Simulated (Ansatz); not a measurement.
**Stationary points along a deformation path in Sn**

All numbers below come from DFT r2SCAN, scalar-relativistic, plane waves, PAW (Ansatz 0.2.0). The runs took a 500 eV cutoff, a Γ-centred 20×20×20 mesh and Gaussian smearing (0.15 eV). No spin polarisation. Energies are free energies at this smearing, counted from the undisturbed cell; pressure is positive in compression.

Reference structure (as given, not relaxed at this level; it stands at -0.7 GPa; this bcc form isn't the usual structure):

```xyz
1
Lattice="-1.8947 1.8947 1.8947 1.8947 -1.8947 1.8947 1.8947 1.8947 -1.8947" Properties=species:S:1:pos:R:3 pbc="T T T"
Sn    0.0000    0.0000    0.0000
```

At fixed volume and fractional coordinates, lengths along (0.577, 0.577, 0.577) are scaled against those across it; ρ is that ratio over its starting value. V = 27.205 Å³/atom. Δσ is the stress along the axis less the mean stress across it (compression positive).

| ρ | ΔE (meV/atom) | Δσ (GPa) | space group |
| --- | --- | --- | --- |
| 0.500 | 4282.2 | 181.86 | R-3m |
| 0.600 | 1704.9 | 88.78 | R-3m |
| 0.710 | 524.5 | 38.61 | R-3m |
| 0.850 | 75.5 | 9.71 | R-3m |
| 0.930 | 10.9 | 2.88 | R-3m |
| 1.000 | 0.0 | 0.00 | Im-3m |
| 1.080 | 9.2 | -1.87 | R-3m |
| 1.200 | 29.3 | -1.42 | R-3m |
| 1.410 | 29.0 | 2.89 | R-3m |
| 1.700 | -60.0 | 3.34 | R-3m |
| 2.000 | -90.9 | 0.00 | Pm-3m |

Question: How does the stress give the slope of the energy, and where is the energy stationary?

Answer: Along the path d ln(length) is 2/3 d ln ρ on the axis and −1/3 d ln ρ across it, so dE/d ln ρ = −(2/3) V Δσ: the energy falls with ρ where Δσ is positive. Δσ vanishes or changes sign at ρ = 1.000 (Im-3m), a minimum at 0.0 meV/atom; between ρ = 1.200 and 1.410, a maximum (near 1.27 by linear interpolation); at ρ = 2.000 (Pm-3m, an end of the scan), at -90.9 meV/atom. Pairs of stationary points between two samples would go unseen, and could change a minimum read from distant neighbours into a maximum. At ρ = 1.000, 2.000 the cell is cubic, where symmetry alone makes the stress isotropic and the slope zero.

Question: Which shear constant sets the curvature at ρ = 1?

Answer: For a cubic crystal E/V = (2/3) C (ln ρ)² with C = C44, so Δσ = −2C ln ρ. The parabola of Δσ against ln ρ through ρ = 0.930, 1 and 1.080 gives C ≈ 16.1 GPa with the ions clamped, rough because the steps are large. It is the stress–strain coefficient at this cell's pressure of -0.7 GPa, not the zero-pressure constant.

Question: Is the start the lowest point of the path?

Answer: No: ρ = 2.000 lies 90.9 meV/atom lower, behind a rise of at least 29.3 meV/atom. Volume and inner coordinates are held, so a relaxed structure there would lie lower still.

In a metal these slopes depend on the k mesh and the smearing.